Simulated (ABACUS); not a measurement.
Consider a self-consistent single point of Ni (Fm-3m, 1 atom in the cell; from Materials Project mp-23).

```
Ni
1.0
    0.00000     1.73758     1.73758
    1.73758     0.00000     1.73758
    1.73758     1.73758     0.00000
Ni
1
Direct
  0.00000   0.00000   0.00000
```

Method: ABACUS 3.10.1 with PBEsol, numerical atomic orbitals DZP (confined pseudo-atomic orbitals; energy shift 0.01 Ry), PseudoDojo 0.4 standard norm-conserving PBEsol (tails mended) pseudopotentials.

ABACUS settings:

| setting | value |
|---|---|
| basis | DZP numerical atomic orbitals, energy shift 0.01 Ry |
| KPT | MP 11 11 11 0 0 0 |
| basis_type | lcao |
| ecutwfc | 100 Ry |
| smearing_method | fd |
| smearing_sigma | 0.00734986 Ry |
| potentials | PseudoDojo 0.4 standard norm-conserving PBEsol (tails mended) |
| symmetry | 1 |
| symmetry_prec | 1e-05 |
| ks_solver | genelpa |
| scf_nmax | 100 |
| scf_thr | 1.0e-07 |
| mixing_type | broyden |

Results:

```
Property                                                 Result
------------------------------------------------  -------------
Number of valence electrons                                  18
Number of bands                                              19
Number of k-points after the program's reduction             56
Size of the basis                                            19
Number of SCF iterations                                      8
Free energy E − TS                                -4560.7367 eV
Fermi level (on the code's own zero)                   19.28 eV
Pressure                                              -8.78 GPa
```

Stress (GPa, positive for compression):
```
-8.78   0.00   0.00
 0.00  -8.78   0.00
 0.00   0.00  -8.78
```

For comparison: a first run was changed to give this one (nbands: 14 → default; nspin: 2 → default), and from it to this one the free energy goes up by 35.7 meV/atom, the pressure goes from -8.09 to -8.78 GPa and the net moment of 0.58 μB/atom is absent without spin.

The atom-centred basis is finite, which shifts total energies and pressures against plane waves. The run has no spin polarisation, so moments on Ni cannot form. The structure comes from a collection of computed structures, made at another level of theory; the collection holds predicted forms beside known ones. No clean gap shows at this smearing width and mesh (spacing up to 0.28 Å⁻¹); the mesh is coarse for partly filled bands, so the values carry mesh errors.

The atomic orbitals were generated for these runs; they are not ABACUS's published sets and were checked against plane waves on a few crystals only.

“Tails mended”: in these copies of the files the far tail of each local potential was reset to the Coulomb form.
